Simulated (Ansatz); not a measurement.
Clean, relaxed (100) surface of ZrB$_{2}$, space group P6/mmm (No. 191) (top face towards +c; atoms held fixed, by place in the list: 1, 2, 3, 4):

```xyz
9
Lattice="3.1548 0.0000 0.0000 0.0000 3.5068 0.0000 0.0000 0.0000 24.2857" Properties=species:S:1:pos:R:3 pbc="T T T"
B     0.0000    1.7534    8.5000
Zr    1.5774    0.0000    9.4107
B     0.0000    1.7534   10.3214
B     1.5774    1.7534   11.2321
Zr    0.0000    0.0000   12.1601
B     1.5774    1.7534   13.0703
B     0.0000    1.7534   13.9582
Zr    1.5774    0.0000   15.0116
B     0.0000    1.7534   15.6618
```

Computed with DFT PBEsol, scalar-relativistic, plane waves, PAW (Ansatz). Settings: cutoff 420 eV, Γ-centred mesh 9×8×1 on the computed 9-atom cell, Gaussian smearing of 0.10 eV; no spin polarisation. A dipole correction removes the field between periodic images along c.

O (atom) is put at the hollow (Zr-B-B) at (0.50, 0.67) site, one adsorbate per 11.1 Å², and relaxed. The adsorption energy is E(slab + adsorbate) − E(slab) − E(free adsorbate, spin-polarised where open-shell). Heights count from the highest slab atom after relaxation. Bonded neighbours lie within 1.25 times the sum of covalent radii (1.35 for H) and, on that scale, within 12 % of the closest. With the adsorbate the cell is lengthened along c to keep the vacuum.

Question: How strongly does it bind, and where does its anchoring atom end?

Answer: -7.25 eV; at (0.50, 0.50), 2 bonded neighbours (Zr).

Question: How high does its anchoring atom sit over the highest slab atom, and what is the shortest contact with the surface?

Answer: 0.62 Å; O–B 1.69 Å.

Question: The clean face has a work function of 5.38 eV. How does the adsorbate change it?

Answer: By -0.70 eV.

Each end is the local minimum or symmetric point that its start leads to. The slab is only 7.3 Å thick, so the energies aren't converged with thickness.

The adsorbed runs have no spin polarisation, so weakly bound open-shell ends lie too high.